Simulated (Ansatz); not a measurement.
Nb:
```
Nb
1.0
   -1.63335     1.63335     1.63335
    1.63335    -1.63335     1.63335
    1.63335     1.63335    -1.63335
Nb
1
Direct
  0.00000   0.00000   0.00000
```

Relaxed with PBE+D3(BJ). Special points in fractions of this cell's reciprocal vectors: Γ (0.000, 0.000, 0.000); H (0.500, -0.500, 0.500); N (0.000, 0.000, 0.500); P (0.250, 0.250, 0.250).

Question: List the band energies nearest the Fermi level at these points for plane-wave PAW PBE+D3(BJ) (Ansatz code).

Answer: In eV from the Fermi level; about four levels below and three above (degenerate sets whole), none deeper than 8.9 eV; … stands for higher levels left out; points with the same levels are listed once.

| k | below | above |
|---|---|---|
| Γ | -5.95 | 0.36 0.36 0.36 |
| H | -3.91 -3.91 | … |
| N | -3.85 -1.75 | 2.47 3.44 … |
| P | -1.10 -1.10 -1.10 | … |

Space group Im-3m (bcc (W type)). The cell was relaxed with PBE+D3(BJ) under the symmetry of its start. No spin polarisation was allowed. The pairwise dispersion correction was not fitted to metals. Scalar-relativistic: spin–orbit coupling is off unless named, which matters more the heavier the elements.

Potentials: the earlier of the program's two PAW sets.
